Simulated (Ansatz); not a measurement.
A relaxation computed with Ansatz, from input to last step.

```yaml
crystal:
  lattice:
    - [4.8384685637, 0.0, 0.0]
    - [0.0, 5.9053135424, 0.0]
    - [0.0, 0.0, 3.6864937101]
  atoms:
    - { symbol: Hg, position: [0.2004, 0.3787, 0.0] }
    - { symbol: Hg, position: [0.7996, 0.6213, 0.0] }
    - { symbol: Hg, position: [0.7004, 0.1213, 0.5] }
    - { symbol: Hg, position: [0.2996, 0.8787, 0.5] }
    - { symbol: O, position: [0.0, 0.0, 0.0] }
    - { symbol: O, position: [0.5, 0.5, 0.5] }
basis:
  ecutwfc: 420
kpoints:
  mp_grid: { grid: [4, 4, 6] }
hamiltonian:
  xc: pbe
scf:
  occupations: { method: gaussian, width: 0.1 }
  lower_state_search: "off"
output:
  forces: true
  stress: true
  eigenvalues: true
relax:
  adjacent_minimum: "off"
  f_tol: 0.04
  max_steps: 70
  cell: { stress_tol: 0.4 }
```

```bash
ansatz run input.yaml --threads 1 --pin off --max-ram 2560MiB --backend cpu --events-out ev --progress --plain --runs-dir out
```

Computed with DFT PBE, scalar-relativistic, plane waves, PAW in Ansatz 0.2.0.

Of 7 frames 7 are shown, positions in Å and forces in eV/Å; the SCF threshold varies from step to step. Steps run on the plane waves of an earlier cell, with a Pulay correction in the pressure. The basis is chosen afresh for the last frame, the zero of the energies, and at times for earlier ones too; energy and pressure step there, also at an unchanged geometry. Here that happened at step 5 (-7 meV/atom, 0.5 GPa); the frames before carry an error of that size.

```xyz
6
Lattice="4.8385 0.0000 0.0000 0.0000 5.9053 0.0000 0.0000 0.0000 3.6865" Properties=species:S:1:pos:R:3:forces:R:3 pbc="T T T" step=1 free_energy_over_end_meV_per_atom=187.00 pressure_GPa=13.93
Hg    0.9696    2.2363    0.0000    2.5379   -1.9692    0.0000
Hg    3.8688    3.6690    0.0000   -2.5379    1.9692    0.0000
Hg    3.3889    0.7163    1.8432    2.5379    1.9692    0.0000
Hg    1.4496    5.1890    1.8432   -2.5379   -1.9692    0.0000
O     0.0000    0.0000    0.0000    0.0000    0.0000    0.0000
O     2.4192    2.9527    1.8432    0.0000    0.0000    0.0000
6
Lattice="5.0740 0.0000 0.0000 0.0000 6.0804 0.0000 0.0000 0.0000 3.7298" Properties=species:S:1:pos:R:3:forces:R:3 pbc="T T T" step=2 free_energy_over_end_meV_per_atom=14.19 pressure_GPa=0.89
Hg    1.1001    2.2271    0.0000    0.0288   -0.1077    0.0000
Hg    3.9739    3.8533    0.0000   -0.0288    0.1077    0.0000
Hg    3.6371    0.8131    1.8649    0.0288    0.1077    0.0000
Hg    1.4369    5.2673    1.8649   -0.0288   -0.1077    0.0000
O     0.0000    0.0000    0.0000    0.0000    0.0000    0.0000
O     2.5370    3.0402    1.8649    0.0000    0.0000    0.0000
6
Lattice="5.1949 0.0000 0.0000 0.0000 6.0818 0.0000 0.0000 0.0000 3.6641" Properties=species:S:1:pos:R:3:forces:R:3 pbc="T T T" step=3 free_energy_over_end_meV_per_atom=9.37 pressure_GPa=0.11
Hg    1.1063    2.2251    0.0000    0.0351   -0.0465    0.0000
Hg    4.0887    3.8567    0.0000   -0.0351    0.0465    0.0000
Hg    3.7037    0.8158    1.8320    0.0351    0.0465    0.0000
Hg    1.4912    5.2660    1.8320   -0.0351   -0.0465    0.0000
O     0.0000    0.0000    0.0000    0.0000    0.0000    0.0000
O     2.5975    3.0409    1.8320    0.0000    0.0000    0.0000
6
Lattice="5.3063 0.0000 0.0000 0.0000 6.0458 0.0000 0.0000 0.0000 3.6024" Properties=species:S:1:pos:R:3:forces:R:3 pbc="T T T" step=4 free_energy_over_end_meV_per_atom=7.93 pressure_GPa=-0.14
Hg    1.1184    2.2141    0.0000    0.0258    0.0030    0.0000
Hg    4.1879    3.8316    0.0000   -0.0258   -0.0030    0.0000
Hg    3.7716    0.8087    1.8012    0.0258   -0.0030    0.0000
Hg    1.5348    5.2370    1.8012   -0.0258    0.0030    0.0000
O     0.0000    0.0000    0.0000    0.0000    0.0000    0.0000
O     2.6532    3.0229    1.8012    0.0000    0.0000    0.0000
6
Lattice="5.3063 0.0000 0.0000 0.0000 6.0458 0.0000 0.0000 0.0000 3.6024" Properties=species:S:1:pos:R:3:forces:R:3 pbc="T T T" step=5 free_energy_over_end_meV_per_atom=1.05 pressure_GPa=0.32
Hg    1.1184    2.2141    0.0000    0.0251    0.0036    0.0000
Hg    4.1879    3.8316    0.0000   -0.0251   -0.0036    0.0000
Hg    3.7716    0.8087    1.8012    0.0251   -0.0036    0.0000
Hg    1.5348    5.2370    1.8012   -0.0251    0.0036    0.0000
O     0.0000    0.0000    0.0000    0.0000    0.0000    0.0000
O     2.6532    3.0229    1.8012    0.0000    0.0000    0.0000
6
Lattice="5.3963 0.0000 0.0000 0.0000 5.9969 0.0000 0.0000 0.0000 3.5851" Properties=species:S:1:pos:R:3:forces:R:3 pbc="T T T" step=6 free_energy_over_end_meV_per_atom=0.16 pressure_GPa=-0.03
Hg    1.1389    2.2130    0.0000    0.0176    0.0205    0.0000
Hg    4.2574    3.7839    0.0000   -0.0176   -0.0205    0.0000
Hg    3.8370    0.7855    1.7926    0.0176   -0.0205    0.0000
Hg    1.5592    5.2114    1.7926   -0.0176    0.0205    0.0000
O     0.0000    0.0000    0.0000    0.0000    0.0000    0.0000
O     2.6981    2.9984    1.7926    0.0000    0.0000    0.0000
6
Lattice="5.3963 0.0000 0.0000 0.0000 5.9969 0.0000 0.0000 0.0000 3.5851" Properties=species:S:1:pos:R:3:forces:R:3 pbc="T T T" step=7 free_energy_over_end_meV_per_atom=0.00 pressure_GPa=-0.02
Hg    1.1389    2.2130    0.0000    0.0175    0.0204    0.0000
Hg    4.2574    3.7839    0.0000   -0.0175   -0.0204    0.0000
Hg    3.8370    0.7855    1.7926    0.0175   -0.0204    0.0000
Hg    1.5592    5.2114    1.7926   -0.0175    0.0204    0.0000
O     0.0000    0.0000    0.0000    0.0000    0.0000    0.0000
O     2.6981    2.9984    1.7926    0.0000    0.0000    0.0000
```

The start puts this composition into another compound's structure type, which needn't suit it. At the end the space group is Pnnm (tolerance 0.05 Å).

It took 66 s on 1 thread of Intel(R) Xeon(R) Platinum 8488C (Sapphire Rapids), on a shared host, peak memory 0.52 GiB.

The k mesh is coarse. Spin–orbit coupling is left out, which can shift energies with elements as heavy as these.